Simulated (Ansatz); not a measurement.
**Migration of Li in Si**

All numbers below come from DFT PBE, scalar-relativistic, plane waves, PAW in Ansatz 0.2.0. Run with 420 eV cutoff, 2×2×2 k-mesh, Gaussian smearing of 0.02 eV, no spin polarisation.

In a supercell of 16 host sites with charge +1, interstitial Li hops to an equivalent place, moving 2.34 Å between the relaxed ends. Climbing-image nudged elastic band at fixed cell with images 0 (start) to 4 (end), the path measured over all atoms, converged to 0.05 eV/Å; the order of the saddle wasn't checked, and the small cell leaves errors of about a tenth of an eV.

Command:

```bash
ansatz run input.yaml --threads 8 --pin off --max-ram 20480MiB --backend cpu --events-out ev --progress --plain --runs-dir out
```

Input:

```yaml
crystal:
  lattice:
    - [0.0, 5.4700937548, -5.4700937548]
    - [5.4700937548, 5.4700937548, 0.0]
    - [5.4700937548, 0.0, -5.4700937548]
  atoms:
    - { symbol: Si, position: [0.1264397959, 0.1265065001, 0.1265207586] }
    - { symbol: Si, position: [0.1263900899, 0.6174623793, 0.1264771926] }
    - { symbol: Si, position: [0.6171992732, 0.126523912, 0.1265374796] }
    - { symbol: Si, position: [0.6250208609, 0.6250366757, 0.1216544463] }
    - { symbol: Si, position: [0.1263734346, 0.1264438719, 0.6175295792] }
    - { symbol: Si, position: [0.1217675648, 0.6249952127, 0.6249954583] }
    - { symbol: Si, position: [0.625013175, 0.1216815587, 0.6250257187] }
    - { symbol: Si, position: [0.624986825, 0.6250047873, 0.6250045417] }
    - { symbol: Si, position: [0.2512389717, 0.7471934062, 0.2512116462] }
    - { symbol: Si, position: [0.2490074121, 0.2492871231, 0.2493591527] }
    - { symbol: Si, position: [0.7470687456, 0.7472039955, 0.2512211838] }
    - { symbol: Si, position: [0.7471002039, 0.2512555402, 0.2512440996] }
    - { symbol: Si, position: [0.2512026252, 0.7471529015, 0.7471876171] }
    - { symbol: Si, position: [0.2512306572, 0.2512110388, 0.7472142878] }
    - { symbol: Si, position: [0.7492398154, 0.7491550897, 0.7491284512] }
    - { symbol: Si, position: [0.7470574602, 0.2512212324, 0.7472243587] }
    - { symbol: Li, position: [-0.0010541254, -0.0006774778, -0.0005870524] }
total_charge: 1
basis:
  ecutwfc: 420
  xc_grid: 2
kpoints:
  mp_grid: { grid: [2, 2, 2], shift: [0.0, 0.0, 0.0] }
hamiltonian:
  xc: pbe
scf:
  occupations: { method: gaussian, width: 0.02 }
output:
  forces: true
neb:
  images: 3
  f_tol: 0.05
  max_iterations: 70
  order_check: false
  final_atoms:
    - { symbol: Si, position: [0.1258449103, 0.1258715488, 0.1257601846] }
    - { symbol: Si, position: [0.1277960045, 0.6237788162, 0.1279312544] }
    - { symbol: Si, position: [0.6237787676, 0.1277756413, 0.1279425398] }
    - { symbol: Si, position: [0.6237444598, 0.6237559004, 0.1278997961] }
    - { symbol: Si, position: [0.1278470985, 0.1278123829, 0.6237973748] }
    - { symbol: Si, position: [0.1278065938, 0.6237883538, 0.6237610283] }
    - { symbol: Si, position: [0.6237889612, 0.1277857122, 0.6237693428] }
    - { symbol: Si, position: [0.6257128769, 0.6256408473, 0.6259925879] }
    - { symbol: Si, position: [0.2499633243, 0.7533455537, 0.2499791391] }
    - { symbol: Si, position: [0.2499952127, 0.2499954583, 0.250013175] }
    - { symbol: Si, position: [0.748476088, 0.7484625204, 0.2578007268] }
    - { symbol: Si, position: [0.7533184413, 0.2499742813, 0.249986825] }
    - { symbol: Si, position: [0.2575376207, 0.7485228074, 0.7486099101] }
    - { symbol: Si, position: [0.2500047873, 0.2500045417, 0.7532324352] }
    - { symbol: Si, position: [0.7484934999, 0.7484792414, 0.7485602041] }
    - { symbol: Si, position: [0.7485561281, 0.2574704208, 0.7486265654] }
    - { symbol: Li, position: [-0.1243225222, -0.1244129476, -0.1239458746] }
```

Course of the band:

```csv
iteration,largest band force (eV/Å),climbing image,energies over image 0 (eV)
1,0.805,none,0.000 0.403 0.764 0.403 0.000
2,0.198,2,0.000 0.292 0.593 0.292 0.000
3,0.035,2,0.000 0.259 0.563 0.259 0.000
```

Final band:

```tsv
image	path (Å)	E − E(0) (eV)	Li x (Å)	Li y (Å)	Li z (Å)	force on Li (eV/Å)
0	0.00	0.000	-0.007	-0.009	0.009	0.00
1	0.62	0.259	-0.323	-0.324	0.323	0.71
2	1.24	0.563	-0.683	-0.684	0.684	0.00
3	1.86	0.259	-1.044	-1.045	1.044	0.71
4	2.48	0.000	-1.359	-1.361	1.358	0.00
```

Barrier 0.56 eV. Time: 14 s on 8 threads of Intel(R) Xeon(R) Platinum 8259CL CPU @ 2.50GHz (Skylake/Cascade Lake), with other jobs on the host, peak memory 1.5 GiB.